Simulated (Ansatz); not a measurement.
# AuCu3-type GdCu3

Method: PBEsol, scalar-relativistic; collinear spin; PAW, 420 eV, 8×8×8 k-mesh, Gaussian smearing of 0.05 eV; code Ansatz. The datasets are Ansatz's generated set soft_2.

```
Gd Cu
1.0
     4.03610    0.00000    0.00000
     0.00000    4.03610    0.00000
     0.00000    0.00000    4.03610
Gd Cu
1 3
Direct
  0.00000 0.00000 0.00000
  0.00000 0.50000 0.50000
  0.50000 0.50000 0.00000
  0.50000 0.00000 0.50000
```

The structure was built from a prototype; whether the compound forms in it isn't claimed.

Magnetic state: ferromagnetic, site spin moments Gd 6.99; Cu 0.06 μB.

The run above is the reference. The same cell was run again with other input settings; several of them aren't fit for production, so the rows show the settings' effect and aren't properties of the material.

| keys changed | outcome | ΔE (meV/atom) | P (GPa) | gap on the mesh (eV) | cell moment (μB) | largest force component (eV/Å) | SCF iterations | rough core-seconds | new warnings |
| --- | --- | --- | --- | --- | --- | --- | --- | --- | --- |
| none (reference) | converged | 0.0 | 0.0 | metal | 7.41 | 0.000 | – | – | – |
| scf.mixing.algorithm: "msr1"; scf.mixing.beta: 0.1 | converged | 0.0 | 0.0 | metal | 7.41 | 0.000 | 16 | 60 | – |

ΔE is the energy with the smearing extrapolated to zero. It is left out where the change alters the Hamiltonian or the spin treatment. The varied runs start from atomic densities (corrected by the program's trained start where that serves), with the default search for lower states unless a row changes it, while the reference went on from a saved state, so a magnet may end in another state whatever the setting.

(1) What happens with these changes: hamiltonian.hubbard: {"sites": [{"species": "Gd", "l": "f", "u_eff": 3.0}], "double_counting": "fll"}?

(2) What happens with these changes: hamiltonian.xc: "pbesol" → "rpbe"; scf.occupations.method: "gaussian" → "methfessel_paxton"; scf.occupations.width: 0.05 → 0.025; hamiltonian.hubbard: {"sites": [{"species": "Cu", "l": "d", "u_eff": 8.0}], "double_counting": "fll"}?

Answers:

(1) outcome converged, P (GPa) 0.3, gap on the mesh (eV) metal, cell moment (μB) 7.47, largest force component (eV/Å) 0.000, SCF iterations 15, rough core-seconds 50, new warnings filled band counts differ across k points.

(2) outcome converged, P (GPa) 14.7, gap on the mesh (eV) metal, cell moment (μB) 7.47, largest force component (eV/Å) 0.000, SCF iterations 15, rough core-seconds 50, new warnings filled band counts differ across k points; stability check not made.

1 further run (cut off, refused for memory, with changed atoms or starts, or in doubt) is left out.

Of the reference: Without a U the 4f levels of Gd lie too near the Fermi level, so their share of the states there, and what hangs on it, is overstated. Spin–orbit coupling, which matters for such heavy elements, is left out. Site moments are of spin, integrated over atomic spheres. No antiparallel order was tried.
